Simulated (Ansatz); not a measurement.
**Mo: energy along a strain**

Mo, Im-3m, a = 3.142 Å (as given, not relaxed at this level: -3.2 GPa). Ansatz: PBEsol, PAW, 420 eV, Γ-centred 22×22×22 mesh on 1 atom, Gaussian smearing 0.15 eV; no spin polarisation. Cell vectors (Å): -1.571 1.571 1.571; 1.571 -1.571 1.571; 1.571 1.571 -1.571. The cell is strained by x per cent times the pattern (0 0 0 0 1 0) in the order xx yy zz yz xz xy (engineering shears), with fractional coordinates held. y is the free energy over the start, V0 = 15.509 Å³/atom. Symmetry makes y even in x.

| x (%) | y (meV/atom) |
| --- | --- |
| -4.00 | 7.69 |
| -2.00 | 1.90 |
| 0.00 | 0.00 |
| 0.50 | 0.12 |
| 1.00 | 0.47 |
| 1.50 | 1.06 |
| 2.50 | ? |
| 3.00 | 4.29 |
| 3.50 | 5.86 |

Problem. Fit y = c2 x² + c4 x⁴ to the other rows, get the stiffness along the pattern, and predict the missing energy.

Solution. Least squares on the rows shown. y = 0.4716 x² + 0.0005593 x⁴. The clamped-ion stiffness p·C·p = 2 × 4.716 eV × 160.2 / 15.509 Å³ = 97 GPa, which is C55 in these axes (C44 of the cubic crystal) (second derivative at the start, which stands under stress). At x = 2.50 the fit asked for gives 2.97 meV/atom. The run gave 2.97 meV/atom, the same to the digits shown.